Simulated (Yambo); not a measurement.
G0W0@LDA for SrTiO3 (cubic perovskite, space group Pm-3m, No. 221) in Yambo. Reference settings: 4×4×4 Γ-centred k mesh, bands 2 to 118 and a 8 Ry block in the screening, 118 bands in G with the Bruneval-Gonze terminator, plasmon pole fitted at 27.2 eV. The LDA gap R → Γ on this mesh is 1.80 eV; G0W0 gaps are taken between the same points.

```
change from the reference                                G0W0 gap R → Γ (eV)  shift of the valence edge (eV)
-------------------------------------------------------  -------------------  ------------------------------
reference settings                                                      3.49                           -0.38
32 bands in W, 32 bands in G, 3 Ry block, no terminator                 4.08                            0.11
67 bands in W, 67 bands in G, 6 Ry block                                3.46                           -0.23
exchange cut at 40 Ry                                                   3.52                           -0.33
exchange cut at 20 Ry                                                    ___                           -0.07
32 bands in W, 32 bands in G, 2 Ry block                                 ___                           -0.38
67 bands in W, 67 bands in G                                            3.48                           -0.26
wavefunctions cut at 10 Ry                                              3.55                            0.02
```

### Question
Estimate the withheld gaps from the other rows; the computed values follow.

### Answer

- exchange cut at 20 Ry, G0W0 gap R → Γ (eV): 3.69
- 32 bands in W, 32 bands in G, 2 Ry block, G0W0 gap R → Γ (eV): 4.34

The reference isn't shown to be the converged limit.

Geometry of the Materials Project entry, not relaxed at this level; primitive cell a = b = c = 3.9127 Å, α = β = γ = 90.00°.

A shift is the quasiparticle energy of the state minus its LDA energy.
